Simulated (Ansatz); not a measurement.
Input file of a DFT run on PmP with Ansatz:

```yaml
crystal:
  lattice:
    - [0.0, 2.876824858, 2.876824858]
    - [2.876824858, 0.0, 2.876824858]
    - [2.876824858, 2.876824858, 0.0]
  atoms:
    - { symbol: Pm, position: [0.5, 0.5, 0.5], spin: 4.5 }
    - { symbol: P, position: [0.0, 0.0, 0.0] }
basis:
  ecutwfc: 600
  ecutrho_ratio: 5
kpoints:
  mp_grid: { grid: [10, 10, 10] }
  band_path:
    path:
      - [[0.0, 0.0, 0.0], [0.5, 0.0, 0.5], [0.625, 0.25, 0.625]]
      - [[0.375, 0.375, 0.75], [0.0, 0.0, 0.0], [0.5, 0.5, 0.5], [0.5, 0.25, 0.75], [0.5, 0.0, 0.5]]
    npoints: 14
hamiltonian:
  xc: pbesol
scf:
  occupations: { method: gaussian, width: 0.05 }
  lower_state_search: "off"
  n_extra_bands: 16
output:
  forces: true
  stress: true
  eigenvalues: true
  populations: true
  hubbard: { sites: [{ species: Pm, l: f }] }
  dos: { projected: true, de: 0.02 }
  bader: false
  write_density: true
  write_potential: true
  elf: true
  volumetric_format: npy
magnetization:
  spin_polarized: true
checkpoint:
  read: start.run
```

Launched as:
```sh
ansatz run input.yaml --threads 4 --pin off --max-ram 4096MiB --backend cpu --events-out ev --progress --plain --runs-dir out
```

The folder start.run holds the converged state of an earlier run on the same cell; the run starts from that state's density and uses only the symmetry operations that the state has.

The cell was built from a prototype; rock salt is the usual structure of such lanthanide and actinide compounds.

What the program printed, in part:

```
checkpoint.read: the saved state is not known to keep all of this run's symmetry; the run is made under 12 of its 48 symmetry operations, on 116 k-points of its mesh in the place of 47
Pm: projections on atomic orbitals take those of the free atom [Kr 4d10] 4f5 5s2 5p6 5d0 6s2, of charge +0.00 (hamiltonian.pseudopotentials.projection_atoms); the dataset's partial waves leave at most 2.4e-5 of an orbital's norm unspanned inside its sphere
scf.n_extra_bands = 16 over 10 filled bands (N_el = 20.0): the run solves 26 bands
Pseudopotentials: kind: paw
Pseudopotential: Pm, paw, valence charge 15, recommended cutoff 590 eV (normal), Pm.paw.azcp
Pseudopotential: P, paw, valence charge 5, recommended cutoff 420 eV (normal), P.paw.azcp
Crystal: 2 atoms, lattice volume = 47.618 Å³
Basis set: ecut = 600 eV, 1639 PW (Γ), exchange–correlation on 80×80×80 points (8 copies of the dense FFT grid, shifted against one another)
Bands: 26, of which v1, the nominal top of the filled ones, is band 10 counted from 1 (9 counted from 0)
Symmetry: 12 space group operations
k-points: 116 of 1000
Initial density: read from a saved state, or passed on in memory by an earlier SCF of this step, an earlier step, the calling program or the single point that the run made first
Starting moments: Σ|m| = 4.5 μB on 1 of 2 sites; this step starts from the density that it was given
Initial wavefunctions: pseudopotential atomic-orbital guess
Cores: held in this SCF; they relax later in the solve
Functional: x = pbesol(κ = 0.804, μ = 0.12346), c = pbesol(β = 0.046)
iter 1 solved again at ethr=1.02e-4 eV; its pass at ethr=3.10e-3 eV (dr2=2.03e-2 eV) is discarded
```

```
SCF iter   1: F=—  HF=-8418.872594 eV  |F-HF|=—  |Δ(HF+E_count)|=         —  Δρ=7.33e-3 (↑7.33e-3 ↓5.47e-4)  dr2=2.25e-2  dr2_m=5.22e-3  M=4.006 μB ∫|m|=4.374 μB
SCF iter   2: F=—  HF=-8418.870313 eV  |F-HF|=—  |Δ(HF+E_count)|=   2.28e-3  Δρ=2.97e-3 (↑2.97e-3 ↓2.36e-4)  dr2=3.18e-3  dr2_m=9.89e-4  M=4.026 μB ∫|m|=4.416 μB
SCF iter   3: F=—  HF=-8418.869989 eV  |F-HF|=—  |Δ(HF+E_count)|=   3.24e-4  Δρ=1.57e-4 (↑1.57e-4 ↓1.29e-4)  dr2=1.07e-5  dr2_m=5.60e-6  M=4.020 μB ∫|m|=4.404 μB
SCF iter   4: F=—  HF=-8418.869993 eV  |F-HF|=—  |Δ(HF+E_count)|=   3.34e-6  Δρ=2.26e-4 (↑2.26e-4 ↓2.86e-5)  dr2=1.18e-5  dr2_m=6.39e-6  M=4.021 μB ∫|m|=4.405 μB
SCF iter   5: F=—  HF=-8418.869992 eV  |F-HF|=—  |Δ(HF+E_count)|=   9.41e-7  Δρ=7.15e-5 (↑7.15e-5 ↓1.27e-5)  dr2=8.73e-7  dr2_m=6.76e-7  M=4.020 μB ∫|m|=4.405 μB
SCF iter   6: F=-8418.869992 eV  HF=-8418.869992 eV  |F-HF|=3.66e-9  |Δ(HF+E_count)|=   6.02e-8  Δρ=1.10e-5 (↑1.10e-5 ↓4.92e-6)  dr2=3.14e-8  dr2_m=1.33e-8  M=4.020 μB ∫|m|=4.405 μB
SCF 1, on 26 bands with the cores held, converged in 6 iterations: F = -8418.869992 eV; the next SCF comes behind
SCF iter   1: F=—  HF=-8418.879009 eV  |F-HF|=—  |Δ(HF+E_count)|=         —  Δρ=6.71e-3 (↑6.71e-3 ↓4.91e-4)  dr2=1.88e-2  dr2_m=4.37e-3  M=4.032 μB ∫|m|=4.438 μB
SCF iter   2: F=—  HF=-8418.877061 eV  |F-HF|=—  |Δ(HF+E_count)|=   1.95e-3  Δρ=1.33e-3 (↑1.33e-3 ↓1.89e-4)  dr2=5.73e-4  dr2_m=2.17e-4  M=4.020 μB ∫|m|=4.406 μB
SCF iter   3: F=—  HF=-8418.877031 eV  |F-HF|=—  |Δ(HF+E_count)|=   3.04e-5  Δρ=2.96e-4 (↑2.96e-4 ↓1.27e-4)  dr2=1.98e-5  dr2_m=1.49e-5  M=4.022 μB ∫|m|=4.409 μB
...
SCF iter   6: F=-8418.877042 eV  HF=-8418.877042 eV  |F-HF|=3.12e-8  |Δ(HF+E_count)|=   6.35e-9  Δρ=1.05e-5 (↑1.05e-5 ↓1.27e-6)  dr2=4.31e-8  dr2_m=1.12e-8  M=4.022 μB ∫|m|=4.409 μB
Mixer restart at iter 6: flushing history
SCF iter   7: F=-8418.877040 eV  HF=-8418.877042 eV  |F-HF|=1.64e-6  |Δ(HF+E_count)|=   1.96e-7  Δρ=6.28e-5 (↑6.28e-5 ↓6.35e-6)  dr2=1.94e-6  dr2_m=3.74e-7  M=4.022 μB ∫|m|=4.409 μB  κ⁻¹=1.0e0(r=1)
SCF iter   8: F=-8418.877042 eV  HF=-8418.877042 eV  |F-HF|=6.53e-9  |Δ(HF+E_count)|=   1.98e-7  Δρ=4.11e-6 (↑4.11e-6 ↓8.10e-7)  dr2=7.78e-9  dr2_m=1.71e-9  M=4.022 μB ∫|m|=4.409 μB
```

```
SCF 2 converged in 8 iterations: F = -8418.877042 eV  dr2 = 7.78e-9
NSCF: frozen V_eff on 86 k-points
SCF converged after 14 iterations (6 of them with the cores held)
an eigenvalue changed by more than its tolerance at an iteration that met the thresholds in force, so the SCF went on 2 times, its first undamped step at iteration 6 of the SCF that gives the result: the last check found none over its tolerance
Magnetization: 4.0219 μB (12.0110 up, 7.9890 down)
Absolute magnetization: 4.4022 μB (∫|ρ↑−ρ↓|, with the PAW one-centre terms)
Per-site moments (μB) at R_I (Å): [(4.09220, 1.18669), (-0.17090, 1.18669)]
Free energy (F): -8418.877042 eV
E sigma→0 (E₀):  -8418.875845 eV
Entropy (-TS):   -0.002393 eV (-1.197 meV/atom)
Fermi energy:    10.253396 eV
--- Forces (eV/Å), atoms counted from 1 ---
  atom   1  Pm     0.00000000     0.00000000     0.00000000
  atom   2  P      0.00000000     0.00000000     0.00000000
--- Stress (GPa, compression-positive) ---
        0.002509       0.191820      -0.191820
        0.191820       0.002509       0.191820
       -0.191820       0.191820       0.002509
  P = ⅓ Tr σ = 0.0025 GPa (0.025 kbar)
--- Band table (eV; the first three rows and the last of 232) ---
  k-point 0 ↑: bands = ["-27.8236", "-7.9650", "-7.9602", "-7.9602", "0.6431", "9.2430", "9.4268", "9.4268", "9.7988", "10.0635", "10.0635", "10.1735", "11.9685", "12.0864", "12.0864", "12.0937", "12.0976", "12.0976", "12.9964", "12.9964", "15.0513", "19.0126", "25.2011", "25.2146", "25.2146", "28.3019"]
  k-point 1 ↑: bands = ["-27.8206", "-8.0161", "-7.9688", "-7.9645", "0.7876", "9.1954", "9.2965", "9.3830", "9.7815", "9.9902", "10.0333", "10.1476", "11.2107", "11.2724", "11.3757", "12.3778", "12.3869", "12.6801", "13.8770", "13.8891", "15.6453", "19.4412", "24.2095", "24.6279", "24.6396", "27.6935"]
  k-point 2 ↑: bands = ["-27.8128", "-8.1559", "-7.9802", "-7.9760", "1.1801", "8.6637", "9.1110", "9.2187", "9.7427", "9.8308", "9.9471", "10.0561", "10.6201", "10.6810", "10.7839", "12.9230", "12.9291", "13.0472", "15.3329", "15.3407", "16.8501", "20.4549", "22.7310", "23.1592", "23.1681", "26.6959"]
  k-point 115 ↓: bands = ["-25.9404", "-6.9856", "-6.8922", "-6.7805", "1.7377", "8.2565", "9.0564", "9.0836", "12.2076", "12.3285", "12.5272", "12.8041", "13.0002", "13.0554", "13.2214", "14.4227", "14.4735", "16.2472", "16.9050", "17.0825", "20.4035", "21.5608", "21.6772", "21.7370", "23.1890", "24.8312"]
--- Löwdin populations: 2 sites ---
  site symbol       q [e]    m [muB]
     0     Pm     14.9771     4.2653
     1      P      4.9837    -0.2607
--- Occupation matrices: 1 shell (Löwdin-built; ε = 2.00e-2, provisional) ---
  Pm0 f_4F up     Tr n = 4.2702  λ = 0.129 0.129 0.136 0.951 0.971 0.971 0.982
  Pm0 f_4F dn     Tr n = 0.1161  λ = 0.002 0.010 0.011 0.011 0.025 0.029 0.029
```

In short (PBEsol): pressure 0.0 GPa, gap on the mesh zero (metallic), site spin moments Pm 4.09; P -0.17 μB.

Without a U or exact exchange the f states pile up at the Fermi level, so the metal found here may be the functional's error. These numbers lack spin–orbit coupling. The order of the orbitals lowers the symmetry, along an axis that is one of several equivalent ones. Site moments are of spin, integrated over atomic spheres. Only parallel moments were tried, so the real magnetic order may be another.

A lower state of the open shells can't be excluded, and forces and pressures are less sure for it.
